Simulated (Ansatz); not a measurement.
GaSi2N:
```
GaSi2N
1.0
    1.43811     0.83029     8.50845
   -1.43811     0.83029     8.50845
    0.00000    -1.66058     8.50845
Ga N Si
1 1 2
Direct
  0.98909   0.98909   0.98909
  0.85485   0.85485   0.85485
  0.49957   0.49957   0.49957
  0.40645   0.40645   0.40645
```

Relaxed with r²SCAN.

Give the Bader charges and basin volumes of the independent atoms, the program Ansatz at the r²SCAN level (PAW).



| atom | Bader charge (e) | Bader volume (Å³) |
|---|---|---|
| Ga1 | +0.22 | 20.0 |
| N2 | -2.37 | 17.4 |
| Si3 | +2.41 | 6.3 |
| Si4 | -0.26 | 17.3 |

Space group R3m. The start of the workflow was typed in or built on a structure type; neither database checked (COD, Materials Project) lists it. Whether it is the stable phase at ambient conditions was not checked. The cell was relaxed with r²SCAN under the symmetry of its start; its stability against distortions is not shown here.

Potentials: the earlier of the program's two PAW sets.
